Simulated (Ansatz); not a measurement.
TiO$_{2}$:
```
TiO2
1.0
    4.54606     0.00000     0.00000
    0.00000     5.51387     0.00000
    0.00000     0.00000     4.89462
Ti O
4 8
Direct
  0.50000   0.67582   0.75000
  0.50000   0.32418   0.25000
  0.00000   0.82418   0.25000
  0.00000   0.17582   0.75000
  0.72887   0.61816   0.08084
  0.27113   0.38184   0.91916
  0.77113   0.88184   0.58084
  0.22887   0.11816   0.41916
  0.22887   0.88184   0.91916
  0.77113   0.11816   0.08084
  0.27113   0.61816   0.41916
  0.72887   0.38184   0.58084
```

Relaxed with r²SCAN. Independent-particle spectrum: no excitons, no local fields, no scissors shift; 0.1 eV broadening; ε₁ of the summed bands alone.

Question: Tabulate the dielectric function from plane-wave PAW r²SCAN (Ansatz code).

Answer: 

```tsv
E (eV)	ε₁ xx	ε₂ xx	ε₁ yy	ε₂ yy	ε₁ zz	ε₂ zz
0.0	6.90	0.00	5.79	0.00	6.58	0.00
0.4	6.94	0.00	5.81	0.00	6.61	0.00
0.8	7.06	0.00	5.89	0.00	6.70	0.00
1.2	7.27	0.00	6.02	0.00	6.87	0.00
1.6	7.61	0.00	6.22	0.00	7.13	0.00
2.0	8.13	0.00	6.52	0.00	7.51	0.00
2.4	8.99	0.00	6.97	0.00	8.11	0.00
2.8	10.63	0.00	7.70	0.00	9.11	0.00
3.2	15.35	2.19	9.16	0.14	11.46	0.26
3.6	13.67	13.33	11.65	2.04	14.16	5.72
4.0	9.10	11.74	12.30	7.97	11.24	8.92
4.4	5.07	11.96	7.17	10.75	9.39	10.65
4.8	1.46	9.64	4.66	9.38	5.61	12.65
5.2	0.41	8.14	1.02	8.11	-0.10	9.83
5.6	0.03	6.45	1.93	5.53	0.30	6.83
6.0	0.59	5.29	1.22	5.12	0.50	4.83
6.4	1.00	4.06	2.36	4.74	2.15	4.30
6.8	1.97	4.69	2.14	4.66	2.65	4.99
7.2	2.01	5.06	2.35	4.79	2.60	5.74
7.6	2.62	6.08	1.89	6.55	2.73	8.53
8.0	-1.06	6.83	1.01	6.44	-0.10	7.95
8.4	-1.98	5.29	-0.55	6.45	-2.65	7.90
8.8	-2.20	3.42	-2.02	4.51	-3.25	4.14
9.2	-1.72	2.65	-1.96	3.47	-2.22	3.46
9.6	-0.94	2.28	-1.35	2.50	-1.96	2.71
10.0	-0.94	2.44	-1.13	2.27	-1.73	2.94
10.4	-0.93	1.79	-1.02	1.72	-2.14	1.91
10.8	-0.89	1.53	-0.85	1.60	-1.73	1.16
11.2	-0.48	1.20	-0.53	1.08	-1.02	0.78
11.6	-0.34	1.02	-0.17	0.96	-0.62	0.71
12.0	-0.05	0.81	0.07	0.94	-0.34	0.60
```

Question: From ε at 4.5 eV (xx: 3.44 + 11.96i), find n, k, the normal reflectivity and the absorption coefficient.

Answer: n = 2.82, k = 2.122, R = 41 %, α = 2kE/ħc = 970000 cm⁻¹.

With all bands, ε∞ without local fields is 7.20 (xx), 6.11 (yy), 6.88 (zz). DFPT, with local fields, gives 7.23 (xx), 5.94 (yy), 6.90 (zz).

Space group Pbcn. This is a known high-pressure phase of the composition, computed here at zero pressure and temperature. The r²SCAN relaxation kept the symmetry of its start; of distortions, only those at the zone centre were tested. No spin polarisation was allowed.

Potentials: the earlier of the program's two PAW sets.
